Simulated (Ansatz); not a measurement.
## What DFT gives for BiAu$_{2}$

```xyz
6
Lattice="0.0000 3.9498 3.9498 3.9498 0.0000 3.9498 3.9498 3.9498 0.0000" Properties=species:S:1:pos:R:3 pbc="T T T"
Bi    0.0000    0.0000    0.0000
Bi    1.9749    1.9749    1.9749
Au    4.9373    4.9373    4.9373
Au    4.9373    2.9624    2.9624
Au    2.9624    2.9624    4.9373
Au    2.9624    4.9373    2.9624
```

Single point in Ansatz 0.2.0 with LDA, no spin polarisation. Cutoff 420 eV, PAW datasets, 6×6×6 Γ-centred k mesh, tetrahedron filling.

(1) Is the cell too large or too small?

(2) What happens at the Fermi level?

(3) Describe some of the short contacts.

(4) Give the Bader charges.

(5) Is it stable against the elements?

Origin: a database entry at a rescaled volume. Caveats: empty levels are not fully converged; forces and stress under tetrahedra may miss the slope of the energy.

Answers

(1) The pressure is -1.0 GPa (compression positive), so with the atoms held at these fractions the cell would first shrink.

(2) It is a metal, with about 1.4 states/eV a cell as the mean within 0.25 eV of the Fermi level, mostly Bi p (58 %), Au d (14 %) and Au s (14 %).

(3) Au–Au at 2.79 Å: least valence density 0.35 e/Å³ and ELF 0.25 there. Bi–Au at 3.27 Å: least valence density 0.16 e/Å³ and ELF 0.18 there. Bi–Bi at 3.42 Å: least valence density 0.14 e/Å³ and ELF 0.22 there. These are pseudo-fields; inside the PAW spheres they differ from the all-electron ones.

(4) Bader charges in e: Bi +0.61, Au -0.30. In the mean Bi gives up most and Au takes most.

(5) -0.05 eV an atom against the elements' usual phases (free molecules for gases, crystals otherwise, with no correction for O₂ or N₂), too near zero to call. Relaxing would lower it.
